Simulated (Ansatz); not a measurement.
CsZn4As3 in space group P4/mmm (No. 123; Cs on 1b, Zn on 4i, As on 2h, As on 1a) at seven volumes, the program Ansatz at the LDA level (PAW), shape and atoms relaxed at each. One row is withheld.

```csv
V (Å³/atom),P (GPa)
19.584,5.11
20.229,3.07
20.875,1.39
21.521,0.00
22.166,-1.13
22.812,-2.06
23.457,?
```

**Question.** Fit the shown pressures and predict the withheld one.

**Answer.** P = (3/2)B₀(x^(7/2) − x^(5/2))[1 + (3/4)(B′ − 4)(x − 1)] with x = (V₀/V)^(2/3). Least squares on the six rows gives V₀ = 21.523 Å³/atom, B₀ = 41.7 GPa, B′ = 5.55. At V = 23.457, x = 0.9442 and P = -2.83 GPa. The run itself gave -2.82 GPa.

The workflow started from an entry of the Crystallography Open Database (COD, 200 K). Its standing as an ambient phase is unchecked. The cell was relaxed with LDA under the symmetry of its start; of distortions, only those at the zone centre were tested. Spin–orbit coupling is left out wherever it is not named.

Potentials: the later of the program's two PAW sets.
